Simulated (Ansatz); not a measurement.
According to plane-wave PAW r²SCAN (Ansatz code), SiO2 in the trigonal phase (P3_121; Si on 3a, O on 6c) relaxes to a = 4.921 Å, c = 5.416 Å. Si has 4 nearest neighbours from 1.61 Å (tetrahedral); O has 2 nearest neighbours from 1.61 Å (bent). Against the elements it lies at -2.99 eV/atom, with no fitted shifts.

The Kohn–Sham gap is 6.60 eV (indirect). The valence maximum lies at K and the conduction minimum at Γ.

Symmetry was held in the r²SCAN relaxation. The references are the lowest solids computed at this level, not always the standard phases (solids in place of the gases).

Potentials: the later of the program's two PAW sets.
